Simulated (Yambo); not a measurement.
SiC (zinc blende, space group F-43m, No. 216): a test of whether the lowest BSE state is resolved, against the k mesh (Yambo, LDA bands; otherwise 3 valence and 4 conduction bands, static screening with 11 bands and a 4 Ry block, scissor 1.20 eV, Tamm-Dancoff).

| k mesh | direct gap (eV) | lowest state (eV) | difference (eV) | k points taking part | rough cost |
|---|---|---|---|---|---|
| 4×4×4 | 5.75 | 5.38 | 0.37 | 3.1 | about 1/30 |
| 6×6×6 | 5.75 | 5.44 | 0.31 | 3.1 | about 1/10 |
| 8×8×8 | 5.75 | 5.50 | 0.25 | 3.2 | about 1/3 |
| 10×10×10 | 5.75 | 5.55 | 0.21 | 3.2 | 1 |

The last step moves the difference by 0.04 eV. Even the densest mesh doesn't resolve the state: none of these energies is a result, and the difference is no binding energy.

These are vertical excitations (zero momentum); the indirect quasiparticle gap, about 2.26 eV, is smaller than the direct one (5.75 eV on the GW mesh). The scissor comes from a G0W0 run whose convergence isn't established; costs are rough.

Geometry relaxed with LDA; primitive cell a = 3.059 Å, b = 3.059 Å, c = 3.059 Å, α = 60.00°, β = 60.00°, γ = 60.00°.
